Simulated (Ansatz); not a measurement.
The relaxed structure here is a generated cell of YGe: the first start was made by placing the elements on the sites of a structure type, and the end was not matched to a known phase here, so it may be hypothetical.

A relaxed structure of YGe. Space group P4/mmm (No. 123). All values below come from r2SCAN (plane waves to 500 eV, PAW, scalar-relativistic; Ansatz, a quantum-chemistry and plane-wave program).

```cif
data_GeY
_chemical_formula_sum 'Y1 Ge1'
_space_group_name_H-M_alt 'P4/mmm'
_space_group_IT_number 123
_space_group_name_Hall '-P 4 2'
_cell_length_a 3.73865
_cell_length_b 3.73865
_cell_length_c 3.25790
_cell_angle_alpha 90.000
_cell_angle_beta 90.000
_cell_angle_gamma 90.000
loop_
_atom_site_label
_atom_site_type_symbol
_atom_site_symmetry_multiplicity
_atom_site_Wyckoff_symbol
_atom_site_fract_x
_atom_site_fract_y
_atom_site_fract_z
_atom_site_occupancy
Y1 Y 1 b 0.00000 0.00000 0.50000 1
Ge1 Ge 1 c 0.50000 0.50000 0.00000 1
```

| Property | Value |
|---|---|
| Volume per atom | 22.77 Å³ |
| Band gap | no gap (metallic) |
| Shortest distances | Ge–Y 3.11 Å; Y–Y 3.26 Å; Ge–Ge 3.26 Å |
| k-mesh | 13×13×14 |

Band energies at high-symmetry points (eV from the Fermi level; labels of this space group; no spin-orbit coupling), from −5 eV up to 2.4 eV:

```
point                     energies
-----  ---------------------------
Γ            -0.68 -0.66 0.76 0.76
X                  -0.95 0.05 1.58
M                -2.78 -2.78 -0.85
Z           -4.97 -0.58 -0.58 0.86
R      -2.93 -1.99 -0.11 1.47 2.15
A                -3.90 -3.67 -3.67
```

No spin polarisation in the result. The relaxed primitive cell holds an odd number of electrons. A magnetic state may lie lower.

The run could not lose the symmetry of its start, so the end can be a saddle point.
